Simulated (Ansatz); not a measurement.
**Ta: opening a crack plane**

Ta, Fm-3m, a = 4.176 Å. This isn't the element's structure at ambient conditions. Ansatz: PBEsol, PAW, 420 eV, Γ-centred 20×20×5 mesh on 6 atoms, Gaussian smearing 0.15 eV; no spin polarisation. One cut on (001) per cell of 6 atoms is opened rigidly by x, between planes of Ta and Ta that stand 2.09 Å apart; y is the energy per area (8.718 Å², 1 eV/Å² = 16.02 J/m²).

| x (Å) | y (J/m²) |
| --- | --- |
| 0.00 | 0.000 |
| 0.25 | 0.188 |
| 0.50 | ? |
| 0.75 | 1.359 |
| 1.00 | 2.089 |
| 1.50 | 3.356 |
| 2.00 | 4.221 |
| 3.00 | 5.012 |
| 4.50 | 5.233 |
| 6.00 | 5.247 |

Fit the universal binding curve y = W[1 − (1 + x/l) e^(−x/l)] to the other rows, give the peak stress, and predict the missing value.

Least squares gives W = 5.34 J/m² and l = 0.717 Å. The stress dy/dx peaks at x = l with W/(e l) = 27.4 GPa, for rigid faces. At x = 0.50: x/l = 0.697, y = 0.827 J/m². The run gave 0.674 J/m², so the fit is 0.153 J/m² too high, within twice the rms miss on the fitted rows (0.091 J/m²).

Spin–orbit coupling is left out, which can shift energies with elements as heavy as these.

Cost: 12 runs of about 3.3 core-minutes in all, on AMD EPYC 9R45 (Zen 5) (shared hosts).